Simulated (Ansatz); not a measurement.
ScOF in space group Pca2_1 (No. 29; Sc on 4a, F on 4a, O on 4a), DFT-r²SCAN in the program Ansatz with PAW potentials. The conduction-band minimum lies on the S–Y line, 81 % of the way from S, with 2 equivalent valleys. Second derivatives d²E/dk² of the lowest band at one valley (eV·Å²), along Cartesian directions:

```csv
direction,d²E/dk²
[100],1.306
[010],2.713
[001],5.575
[110],2.010
[101],3.441
[011],4.145
```

Problem. Find the principal effective masses, the density-of-states mass and the conductivity mass.

Solution. Off-diagonal terms follow from H_xy = H[110] − (H_xx + H_yy)/2, and m*/mₑ = 7.620 eV·Å² over each eigenvalue: 1.4, 2.8, 5.8. One valley's DOS mass (m₁m₂m₃)^(1/3) = 2.8, conductivity mass 3/(Σ 1/mᵢ) = 2.4 mₑ.

Problem. What effective density of states Nc follows at 300 K for parabolic valleys?

Solution. Nc = 2.509e19 × 2 × (2.8)^(3/2) ≈ 2.4e20 cm⁻³.

The start of the workflow was typed in or built on a structure type; neither database checked (COD, Materials Project) lists it. Whether it is the stable phase at ambient conditions was not checked. Symmetry was held in the r²SCAN relaxation; its stability against distortions is not shown here. No spin polarisation was allowed.

Potentials: the earlier of the program's two PAW sets.

Edges and masses are those of Kohn–Sham bands, whose gap is no quasiparticle gap.
